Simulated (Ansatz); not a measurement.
A geometry of Mg away from equilibrium: step 3 of the relaxation of a relaxed Mg cell, doubled along one cell vector, shaken by Gaussian noise of σ = 0.08 Å a coordinate. Calculation: r2SCAN (plane waves to 500 eV, PAW, scalar-relativistic; Ansatz, a first-principles code). Γ-centred k-mesh 4×8×11 on the run's cell (coarser than for final values), Fermi–Dirac smearing 0.05 eV.

```
CELL_PARAMETERS angstrom
     10.06953    -0.00318    -0.00141
     -2.51876     4.41421    -0.00300
     -0.00043    -0.00235     3.07847
ATOMIC_POSITIONS crystal
  Mg 0.99766 0.99943 0.99715
  Mg 0.49937 0.00025 0.00762
  Mg 0.16694 0.67258 0.57309
  Mg 0.66599 0.66161 0.56554
  Mg 0.33274 0.33498 0.42423
  Mg 0.83380 0.33688 0.42647
```

Task: Which atoms carry the largest force, and which way does it point?

Result: 0.21 eV/Å, on Mg4 (atoms numbered as listed); on Mg4 its components are (-0.07, 0.12, 0.16).

Task: What is the pressure?

Result: -0.1 GPa, compression positive.

Task: How much energy per atom can still be gained by relaxing?

Result: 0.02 eV/atom; the path ends in I4/mmm (No. 139).

No spin polarisation in the result.

The end of the path is a generated cell of Mg: the first start was made by placing the elements on the sites of a structure type, and the end was not matched to a known phase here, so it may be hypothetical. Known forms of Mg include space group No. 194.
